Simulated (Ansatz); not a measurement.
NbSiPt in space group Pnma (No. 62; Nb on 4c, Si on 4c, Pt on 4c), DFT-PBE in the program Ansatz with PAW potentials, all energies at zero smearing, with the estimated change up to a 700 eV cutoff added, with one set of potentials and settings (totals compare only within such a set). Cell of 12 atoms (4 Nb, 4 Si, 4 Pt): -70854.159 eV.

```tsv
element	reference phase	E (eV/atom)
Nb	Im-3m, 1 atoms in the cell	-4552.2836
Si	Fd-3m, 2 atoms in the cell	-635.8096
Pt	Fm-3m, 1 atoms in the cell	-12523.0127
```

Formation energy per atom, worked out: (-70854.159 − 4×(-4552.2836) − 4×(-635.8096) − 4×(-12523.0127))/12 = -0.811 eV/atom (-78 kJ per mol of atoms), at 0 K, without zero-point energy or fitted corrections.

The workflow started from a Materials Project entry (that database holds measured and hypothetical structures alike); the Crystallography Open Database files this formula in space group No. 62, but the cells were not matched. Whether it is the stable phase at ambient conditions was not checked. Symmetry was held in the PBE relaxation; whether a distortion lowers the energy is not shown. The run is not spin-polarised. The references are the lowest solids computed at this level, not always the standard phases. Spin–orbit coupling is left out wherever it is not named.

Potentials: the later of the program's two PAW sets.
